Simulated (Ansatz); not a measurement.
## CaPb: computed property card

CaPb:
```cif
data_CaPb
_chemical_formula_sum 'Ca1 Pb1'
_space_group_name_H-M_alt 'P 1'
_space_group_IT_number 1
_cell_length_a 3.57814
_cell_length_b 3.57814
_cell_length_c 4.60735
_cell_angle_alpha 90.000
_cell_angle_beta 90.000
_cell_angle_gamma 90.000
loop_
_space_group_symop_operation_xyz
  'x, y, z'
loop_
_atom_site_label
_atom_site_type_symbol
_atom_site_fract_x
_atom_site_fract_y
_atom_site_fract_z
_atom_site_occupancy
Ca1 Ca 0.00000 0.00000 0.00000 1
Pb1 Pb 0.50000 0.50000 0.50000 1
```

Space group P4/mmm (No. 123), L1₀ or tetragonal B2; conventional cell a = 3.578 Å, b = 3.578 Å, c = 4.607 Å, α = 90.00°, β = 90.00°, γ = 90.00°.

Method: plane-wave PAW r²SCAN (Ansatz code). Geometry: relaxed at this level of theory. Other levels are named where they apply.

### Cell and energy

- Volume per atom = 29.49 Å³
- Density = 6.96 g/cm³
- Formation energy from the elements (no fitted shifts) = -0.65 eV/atom

### Electronic structure

Electronic character: metallic (no gap)
Density of states at the Fermi level: 0.31 states/eV per atom (mean over ±0.08 eV)

The workflow started from a Materials Project entry (that database holds measured and hypothetical structures alike); the Crystallography Open Database copy checked does not list it. With Ca and Pb taken as one species the cell has the higher symmetry I4/mmm, so it may be an ordered model of a mixed-site phase. Whether it is the stable phase at ambient conditions was not checked. Symmetry was held in the r²SCAN relaxation; its stability against distortions is not shown here. Axis ratios of metals converge slowly with the k-mesh, so a and c are less sure than the volume. The references are the lowest solids computed at this level, not always the standard phases. Scalar-relativistic: spin–orbit coupling is off unless named, which matters more the heavier the elements.

Potentials: the later of the program's two PAW sets.
